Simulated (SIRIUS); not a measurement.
A self-consistent single point of NaCl (C2/m, 2 atoms in the cell; from Materials Project mp-22862, changed as shown) with SIRIUS.

Level of theory: PBE, PseudoDojo 0.5 standard norm-conserving PBE (tails mended) pseudopotentials (plane waves; SIRIUS).

The change in words: lattice vector b scaled by 1.01. Reference geometry (Fm-3m):
```
NaCl
1.0
    0.00000     2.78624     2.78624
    2.78624     0.00000     2.78624
    2.78624     2.78624     0.00000
Na Cl
1 1
Direct
  0.00000   0.00000   0.00000
  0.50000   0.50000   0.50000
```

Reference input (self-consistent single point, DFT, PBE, plane waves, PseudoDojo 0.5 standard norm-conserving PBE (tails mended) pseudopotentials): parameters.ngridk = 8 8 8; parameters.xc_functionals = [XC_GGA_X_PBE, XC_GGA_C_PBE]; parameters.gk_cutoff = 9.381 1/bohr; parameters.pw_cutoff = 18.762 1/bohr; parameters.smearing = gaussian; parameters.smearing_width = 0.000734986 Ha; potentials = PseudoDojo 0.5 standard norm-conserving PBE (tails mended) pseudopotentials; parameters.electronic_structure_method = pseudopotential; parameters.num_bands = 12; parameters.num_mag_dims = 0; parameters.num_dft_iter = 100; parameters.energy_tol = 1e-07 Ha. This run's input differs from it in these lines:

```diff
@@ -33,3 +33,3 @@
       [0.0, 0.7071067576, 0.7071067576],
-      [0.7071067576, 0.0, 0.7071067576],
+      [0.7141777186, 0.0, 0.7141777186],
       [0.7071067576, 0.7071067576, 0.0]
```

Output (repeated stretches shortened):

```
[find] density tolerance         : 1e-06
[find] total energy tolerance    : 1e-07
[find] iter_solver_tol (initial) : 0.01
[find] iter_solver_tol (target)  : 1e-13
[find] num_dft_iter              : 100
Charges and magnetic moments
--------------------------------------------------------------------------------
total charge          : 16.000000
[find] | SCF iteration   0 out of 100|
[diagonalize] iterative solver tolerance (occupied, empty): 0.01 0.01
[diagonalize] average number of iterations: 5.19333
[find] Charges and magnetic moments
[find] total charge          : 16.000000
[find] Energy
   [... lines left out ...]

[find] Charges and magnetic moments
[find] total charge          : 16.000000
[find] Energy
[find] smearing (-TS)                 :       0.00000000
[find] Total energy                   :     -62.24608282 (Ha),    -124.49216564 (Ry)
[find] Free energy (E-TS)             :     -62.24608282 (Ha),    -124.49216564 (Ry)
[find] band gap (eV)                  :       5.19027089
[find] Efermi                         :       0.15710529
[find] iteration : 10, RMS (target) : 8.3709e-07 (1.0000e-06) , energy difference (target) : -2.5508e-12 (1.0000e-07)
[find] bands are converged : true
[find] iterative solver converged : true
[find] converged after 11 SCF iterations!
[find] Charges and magnetic moments
[find] total charge          : 16.000000
[find] Energy
[find] smearing (-TS)                 :       0.00000000
[find] Total energy                   :     -62.24608282 (Ha),    -124.49216564 (Ry)
[find] Free energy (E-TS)             :     -62.24608282 (Ha),    -124.49216564 (Ry)
[find] band gap (eV)                  :       5.19027089
[find] Efermi                         :       0.15710529
[ground_state] === stress tensor components [kbar] ===
[ground_state] === stress_total ===
[ground_state]   -14.464591   -0.640066    1.254374
[ground_state]    -0.640066  -16.901367   -0.640066
[ground_state]     1.254374   -0.640066  -14.464591
[ground_state] ==== total Forces in Ha/bohr =====
[ground_state] atom:    0, force:       0.0000000      0.0000000      0.0000000
[ground_state] atom:    1, force:       0.0000000      0.0000000      0.0000000
```

The run converged in 11 iterations. SIRIUS prints the stress tensor with tension positive. Against the reference run the free energy drops by 2.1 meV/atom, the pressure goes from 1.84 to 1.53 GPa and the gap on the mesh goes from 5.251 to 5.190 eV.

The structure comes from a collection of computed structures, made at another level of theory; the collection holds predicted forms beside known ones. Its lattice was then scaled.

Cost on one core: roughly 2.8 core-minutes.

The gap that the log prints is read on the run's mesh, which can miss the band edges or a crossing.

“Tails mended”: in these copies of the files the far tail of each local potential was reset to the Coulomb form.
